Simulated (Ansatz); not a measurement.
Relaxed MgS (rock salt):

```
MgS
1.0
    0.00000     2.61485     2.61485
    2.61485     0.00000     2.61485
    2.61485     2.61485     0.00000
S Mg
1 1
Direct
  0.00000   0.00000   0.00000
  0.50000   0.50000   0.50000
```

A phonon eigenvector at Γ is frozen into this cell: atom i moves by Q times the vector below, so Q is the largest atomic displacement, in Å. The cell is held. It is one choice among 3 degenerate patterns.

```tsv
atom	x	y	z
S1	0.000	0.000	0.758
Mg2	0.000	0.000	-1.000
```

These are PBE (plane waves to 420 eV, PAW, scalar-relativistic; Ansatz, a program for electronic structure) values and carry that method's errors. k mesh 11×11×11 (Γ-centred), Fermi-Dirac smearing 0.05 eV. Energies are smeared free energies. Compression counts positive. MgS was relaxed with its symmetry unable to fall. The zero of ΔE is the undisplaced structure.

| Q (Å) | ΔE (eV/cell) | −dE/dQ from forces (eV/Å) | P (GPa) |
|---|---|---|---|
| -0.100 | 0.0433 | 0.946 | 1.01 |
| -0.083 | 0.0292 | 0.747 | 0.70 |
| -0.067 | 0.0183 | 0.571 | 0.44 |
| -0.050 | 0.0101 | 0.413 | 0.25 |
| -0.033 | 0.0044 | 0.268 | 0.11 |
| -0.017 | 0.0011 | 0.132 | 0.03 |
| 0.000 | 0.0000 | 0.000 | 0.00 |
| 0.017 | 0.0011 | -0.132 | 0.03 |
| 0.033 | 0.0044 | -0.268 | 0.11 |
| 0.050 | 0.0101 | -0.413 | 0.25 |
| 0.067 | 0.0183 | -0.571 | 0.44 |
| 0.083 | 0.0292 | -0.747 | 0.70 |
| 0.100 | 0.0433 | -0.946 | 1.01 |

Derived quantities:

```
Quantity                                                                                                              Value
-----------------------------------------------------------  --------------------------------------------------------------
Energy at Q = 0.100 Å                                                                                         43.3 meV/cell
Space group of the distorted cell                                                        I4mm (No. 107), lowered from Fm-3m
Symmetry of the curve                                                                         even: the same for both signs
Shape of the curve                                           a single well with its minimum at or next to zero displacement
Harmonic wavenumber from the curvature (finite differences)                                                        224 cm⁻¹
Wavenumber by perturbation theory (DFPT, on another k mesh)                                                        224 cm⁻¹
```

(For displaced atoms, the force is minus the slope of the energy, and its curvature is a force constant, which sets phonon frequencies.)
